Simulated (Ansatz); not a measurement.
LaC:
```
LaC
1.0
    0.00000     2.71519     2.71519
    2.71519     0.00000     2.71519
    2.71519     2.71519     0.00000
La C
1 1
Cartesian
  0.00000   0.00000   0.00000
  2.71519   2.71519   2.71519
```

Relaxed with PBE. Special points in fractions of this cell's reciprocal vectors: Γ (0.000, 0.000, 0.000); X (0.500, 0.000, 0.500); U (0.625, 0.250, 0.625); K (0.375, 0.375, 0.750); L (0.500, 0.500, 0.500); W (0.500, 0.250, 0.750).

Q: List the band energies nearest the Fermi level at these points for PBE with spin–orbit coupling (plane waves, PAW; program Ansatz).

A: In eV from the Fermi level; about four levels below and three above (degenerate sets whole), none deeper than 8.9 eV; points with the same levels are listed once.

| k | below | above |
|---|---|---|
| Γ | -8.69 -8.69 | 0.44 0.44 0.50 0.50 0.50 0.50 |
| X | -8.62 -8.62 | 0.07 0.07 0.40 0.40 |
| U | -0.90 -0.90 -0.27 -0.27 | 0.31 0.31 1.86 1.86 |
| L | -1.36 -1.36 -1.33 -1.33 | 3.20 3.20 3.43 3.43 |
| W | -1.15 -1.15 -0.07 -0.07 | 0.24 0.24 2.73 2.73 |

Space group Fm-3m (rock salt). The start of the workflow was typed in or built on a structure type; neither database checked (COD, Materials Project) lists it. Whether it is the stable phase at ambient conditions was not checked. The cell was relaxed with PBE under the symmetry of its start; its stability against distortions is not shown here. Its formation energy is positive at this level, so the cell may be metastable or incomplete.

Potentials: the later of the program's two PAW sets.
